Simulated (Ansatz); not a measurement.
# Trial structures of Lu3Zn2Ge: starts and ends

These are results of DFT PBE, scalar-relativistic, plane waves, PAW in Ansatz, not measurements. Settings: cutoff 420 eV, Γ-centred meshes spaced at most about 0.3 Å⁻¹, and about 0.25 Å⁻¹ or finer for metals (2π included), Gaussian smearing. No spin polarisation in the final relaxations.

Each guess was relaxed in cell and atoms at zero pressure, within the symmetry of its start. All energies are static (0 K, no zero-point motion). Coordination counts Lu or Zn atoms around Ge (for each partner element, those within 1.25 times its shortest distance or 1.15 times the sum of covalent radii, where it is the nearest in units of that sum or under 1.3; a plus sign parts groups by distance over the sum of covalent radii; the shortest distance is added where it exceeds 1.18 times the sum of covalent radii).

```csv
guess,made from,start group,V start (Å³/atom),end group,V end (Å³/atom),coordination at the end,gap on mesh (eV),E over the lowest end (meV/atom)
1,Zr2P3S type,P4mm,17.2,P4mm,23.3,Ge 5+8,0,0
2,random cell,P-6m2,23.2,P-6m2,34.0,Ge 6 from 4.0 Å,0,896
3,random cell,P6/mmm,22.6,?,?,?,?,?
4,LuB2Ru3 type,P6/mmm,19.4,P6/mmm,26.5,Ge 12 from 3.9 Å,0,332
```

Guess 3 as it starts:

Space group P6/mmm (No. 191). a = 5.868 Å, b = 5.868 Å, c = 4.549 Å, α = 90.00°, β = 90.00°, γ = 120.00°
```
atom  site  symmetry       x       y       z
  Lu    1b     6/mmm  0.0000  0.0000  0.5000
  Lu    2d      -6m2  0.3333  0.6667  0.5000
  Zn    2c      -6m2  0.3333  0.6667  0.0000
  Ge    1a     6/mmm  0.0000  0.0000  0.0000
```

Question: Predict the end of this guess and its energy over the lowest end.

Answer: It ends in space group P6/mmm (No. 191), with a = 5.532 Å, c = 5.844 Å, 25.8 Å³/atom and no gap. It lies 0.52 eV/atom over the lowest end, above guess 4 and below guess 2. Counting Lu or Zn atoms around Ge, this end has Ge 2 and the lowest (guess 1) has Ge 5+8.

```xyz
6
Lattice="5.5316 0.0000 0.0000 -2.7658 4.7905 0.0000 0.0000 0.0000 5.8441" Properties=species:S:1:pos:R:3 pbc="T T T"
Lu    0.0000    0.0000    2.9220
Lu    0.0000    3.1937    2.9220
Lu    2.7658    1.5968    2.9220
Zn    0.0000    3.1937    0.0000
Zn    2.7658    1.5968    0.0000
Ge    0.0000    0.0000    0.0000
```

Formation energies are uncorrected and refer to the elements' standard structures at the same level.

Question: Is the lowest end bound against the elements?

Answer: Yes: its formation energy is −0.09 eV/atom. Whether it is stable depends on the other phases of the system, which aren't compared here.

Cells relaxed within their symmetry can be saddle points. A lower structure may well exist outside this small set. Some structure types and database cells were kept out of the candidates from the start, so a known form may be missing.
